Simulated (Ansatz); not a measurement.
Relaxed LiF (rock salt):

```
LiF
1.0
    0.00000     3.99020     3.99020
    1.99510     1.99510     3.99020
    1.99510     1.99510     0.00000
F Li
2 2
Cartesian
  0.00000   0.00000   0.00000
  1.99510   3.99020   5.98530
  1.99510   5.98530   5.98530
  1.99510   3.99020   3.99020
```

The atoms are displaced by Q × the pattern below (from a DFPT mode at X = (0.5, 0.5, 0.0), largest move 1; Q in Å), at fixed cell. It is one choice among 2 degenerate patterns. (q is in reciprocal vectors of the primitive cell; the cell shown is doubled to hold the pattern.)

```csv
atom,x,y,z
F1,0.000,1.000,0.000
F2,0.000,-1.000,0.000
Li3,0.000,-0.628,0.000
Li4,0.000,0.628,0.000
```

The numbers are results of r2SCAN (plane waves to 500 eV, PAW, scalar-relativistic; Ansatz, a quantum-chemistry and plane-wave program), not measurements. k mesh 14×14×14 (Γ-centred), Fermi-Dirac smearing 0.05 eV. Energies are smeared free energies. LiF was relaxed with its symmetry unable to fall. ΔE is measured from the undisplaced structure.

```csv
Q (Å),ΔE (meV/cell)
-0.100,51.5
-0.067,22.8
-0.033,5.7
0.000,0.0
0.033,5.7
0.067,22.8
0.100,51.5
```

Problem. Which DFPT wavenumber at X = (0.5, 0.5, 0.0) belongs to this mode?
A. 253 cm⁻¹
B. 474 cm⁻¹
C. 355 cm⁻¹

Solution. A, 253 cm⁻¹. The curvature of the scan gives 253 cm⁻¹

(A displaced cell: forces are minus the slopes of the energy, force constants its curvatures, and phonons follow from these.)
